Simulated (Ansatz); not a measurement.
BaHI:
```yaml
crystal:
  lattice:
    - [4.74042, 0.00000, 0.00000]
    - [0.00000, 4.74042, 0.00000]
    - [0.00000, 0.00000, 7.81913]
  atoms:
    - { symbol: Ba, position: [0.50000, 0.00000, 0.82800] }
    - { symbol: Ba, position: [0.00000, 0.50000, 0.17200] }
    - { symbol: H, position: [0.50000, 0.50000, 0.00000] }
    - { symbol: H, position: [0.00000, 0.00000, 0.00000] }
    - { symbol: I, position: [0.00000, 0.50000, 0.66045] }
    - { symbol: I, position: [0.50000, 0.00000, 0.33955] }
```

Cartesian axes are those of the cell as given.

Task: Give the high-frequency dielectric tensor and the Born effective charge tensors of the independent atoms from DFPT, the program Ansatz at the r²SCAN level (PAW).

Result: 
ε∞:
```
4.16  0.00  0.00
0.00  4.16  0.00
0.00  0.00  4.13
```
Z* of atom 1 (Ba), rows: field, columns: displacement, in e:
```
2.51  0.00  0.00
0.00  2.51  0.00
0.00  0.00  2.42
```
Z* of atom 3 (H), rows: field, columns: displacement, in e:
```
-1.18   0.00   0.00
 0.00  -1.18   0.00
 0.00   0.00  -1.06
```
Z* of atom 5 (I), rows: field, columns: displacement, in e:
```
-1.33   0.00   0.00
 0.00  -1.33   0.00
 0.00   0.00  -1.35
```

Static charges for comparison (Bader): Ba1 +1.48, H3 -0.72, I5 -0.76 e. Born charges measure polarisation by displacement and can exceed these by far.

Space group P4/nmm. The workflow started from a Materials Project entry (that database holds measured and hypothetical structures alike); the Crystallography Open Database files this formula in space group No. 129, but the cells were not matched. Its standing as an ambient phase is unchecked. The r²SCAN relaxation kept the symmetry of its start; whether a distortion lowers the energy is not shown. Spin–orbit coupling is left out wherever it is not named.

Potentials: the later of the program's two PAW sets.
